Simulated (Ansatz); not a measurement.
# Property card for Au

Au:
```cif
data_Au
_chemical_formula_sum 'Au1'
_space_group_name_H-M_alt 'P 1'
_space_group_IT_number 1
_cell_length_a 2.72000
_cell_length_b 2.72000
_cell_length_c 2.72000
_cell_angle_alpha 90.000
_cell_angle_beta 90.000
_cell_angle_gamma 90.000
loop_
_space_group_symop_operation_xyz
  'x, y, z'
loop_
_atom_site_label
_atom_site_type_symbol
_atom_site_fract_x
_atom_site_fract_y
_atom_site_fract_z
_atom_site_occupancy
Au1 Au 0.00000 0.00000 0.00000 1
```

Space group Pm-3m (No. 221), simple cubic; conventional cell a = b = c = 2.7200 Å, α = β = γ = 90.00°.

Method: r²SCAN in the plane-wave PAW code Ansatz. Structure relaxed to zero pressure with the same functional. Other levels are named where they apply.

**Cell and energy**

```yaml
volume_per_atom: 20.12 Å³
density: 16.25 g/cm³
```

**Electronic structure**

```yaml
electronic_character: metallic (no gap)
Density of states at the Fermi level: 0.25 states/eV per atom (mean over ±0.08 eV)
Gap with spin–orbit coupling: none (metallic)
```

**Mechanics**

```yaml
Bulk modulus (Birch–Murnaghan fit): 1230 kbar
Pressure derivative B′: 5.8
Elastic constants (relaxed ions, GPa): C11 = 298, C12 = 34.9, C44 = -8.3
mechanical_stability: unstable (C has a negative eigenvalue)
```

A made-up cell: these elements were put on the sites of a structure type; neither database checked (COD, Materials Project) lists it. It is not the phase usual at ambient conditions (space group No. 225). The cell was relaxed with r²SCAN under the symmetry of its start. As this level gives no gap, shear constants depend on the k-mesh and smearing (Fermi–Dirac, 0.1 eV here). Scalar-relativistic: spin–orbit coupling is off unless named, which matters more the heavier the elements.

Potentials: the later of the program's two PAW sets.
